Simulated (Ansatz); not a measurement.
HfC:
```xyz
2
Lattice="0.0000 2.3034 2.3034 2.3034 0.0000 2.3034 2.3034 2.3034 0.0000" Properties=species:S:1:pos:R:3 pbc="T T T"
Hf     0.0000     0.0000     0.0000
C      2.3034     2.3034     2.3034
```

Relaxed with PBEsol. Special points in fractions of this cell's reciprocal vectors: Γ (0.000, 0.000, 0.000); X (0.500, 0.000, 0.500); U (0.625, 0.250, 0.625); K (0.375, 0.375, 0.750); L (0.500, 0.500, 0.500); W (0.500, 0.250, 0.750).

List the band energies nearest the Fermi level at these points for PBEsol with spin–orbit coupling (plane waves, PAW; program Ansatz).

In eV from the Fermi level; about four levels below and three above (degenerate sets whole), none deeper than 8.9 eV; points with the same levels are listed once.

| k | below | above |
|---|---|---|
| Γ | – | 0.83 0.83 1.02 1.02 1.02 1.02 |
| X | -2.08 -2.08 -0.31 -0.31 | 0.05 0.05 5.29 5.29 |
| U | -2.89 -2.89 -1.77 -1.77 | 1.45 1.45 5.73 5.73 |
| L | -3.30 -3.30 -3.21 -3.21 | 5.25 5.25 5.26 5.26 |
| W | -3.19 -3.19 -2.62 -2.62 | 3.57 3.57 3.62 3.62 |

Space group Fm-3m (rock salt). The cell was relaxed with PBEsol under the symmetry of its start. The run is not spin-polarised.

Potentials: the earlier of the program's two PAW sets. The files were generated under PBE; for other functionals the program regenerates the frozen cores, and for LDA and PBEsol the local potential too.
